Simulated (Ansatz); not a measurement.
Cu2O:
```yaml
crystal:
  lattice:
    - [0.00000, 4.17339, 4.17339]
    - [4.17339, 0.00000, 4.17339]
    - [4.17339, 4.17339, 0.00000]
  atoms:
    - { symbol: O, position: [0.00000, 0.00000, 0.00000] }
    - { symbol: O, position: [0.25000, 0.25000, 0.25000] }
    - { symbol: Cu, position: [0.12500, 0.12500, 0.12500] }
    - { symbol: Cu, position: [0.62500, 0.12500, 0.12500] }
    - { symbol: Cu, position: [0.12500, 0.62500, 0.12500] }
    - { symbol: Cu, position: [0.12500, 0.12500, 0.62500] }
```

Relaxed with DFT-PBEsol in the program Ansatz with PAW potentials. Indices refer to the conventional cell of Fd-3m, a = b = c = 8.3468 Å, α = β = γ = 90.00°.

Simulate the powder diffraction pattern (neutron, λ = 1.5401 Å; lines above 1 %) up to 2θ = 90°.

Simulated powder pattern, neutron, λ = 1.5401 Å (kinematic, ideal powder, no thermal factors, coherent scattering alone; the 30 strongest lines at most, above 1 %, up to 2θ = 90°):

```csv
2θ (°),d (Å),I/Imax (%),hkl
18.39,4.819,100,(111)
30.25,2.951,14,(220)
35.63,2.517,7.9,(311)
37.28,2.410,44,(222)
43.31,2.087,9.9,(400)
47.42,1.915,51,(331)
53.74,1.704,10,(422)
57.29,1.606,4.7,(511)+(333)
62.92,1.476,53,(440)
66.16,1.411,61,(531)
71.39,1.320,6.6,(620)
74.45,1.273,2.4,(533)
75.46,1.258,44,(622)
79.46,1.205,5.3,(444)
82.42,1.169,46,(711)+(551)
87.32,1.115,11,(642)
```

The start of the workflow was typed in or built on a structure type; neither database checked (COD, Materials Project) lists it. It is not the phase usual at ambient conditions (space group No. 224). The cell was relaxed with PBEsol under the symmetry of its start; its stability against distortions is not shown here. The workflow began spin-polarised and lost its moments. No Hubbard U is applied.

Potentials: the earlier of the program's two PAW sets.
